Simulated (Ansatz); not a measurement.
Data:

BeTe:
```xyz
4
Lattice="3.9115 0.0000 0.0000 -1.9558 3.3875 0.0000 0.0000 0.0000 6.4635" Properties=species:S:1:pos:R:3 pbc="T T T"
Be     1.9558     1.1292     3.2370
Be     0.0000     2.2583     0.0053
Te     1.9558     1.1292     5.6503
Te     0.0000     2.2583     2.4185
```

This is the LDA-relaxed structure. Cartesian axes are those of the cell as given.

Problem. All from LDA in the plane-wave PAW code Ansatz, unless another level is named. Predict the highest zone-centre frequency (without LO–TO term).

Solution. 520 cm⁻¹.

Problem. Give the Hill bulk and shear moduli.

Solution. 63.6 and 43.0 GPa.

Problem. Predict the elastic constants (relaxed ions, GPa).

Solution. C11 = 126, C12 = 37.6, C13 = 24.4, C33 = 147, C44 = 35.2.

Space group P6_3mc (wurtzite). The first step of the workflow began from a Materials Project structure, measured or hypothetical; the Crystallography Open Database copy checked does not list it. COD files the formula under space group No. 216, so this cell is another polymorph or a model. Whether it is the stable phase at ambient conditions was not checked. The LDA relaxation kept the symmetry of its start; of distortions, only those at the zone centre were tested. Spin–orbit coupling is left out wherever it is not named.

Potentials: the later of the program's two PAW sets.
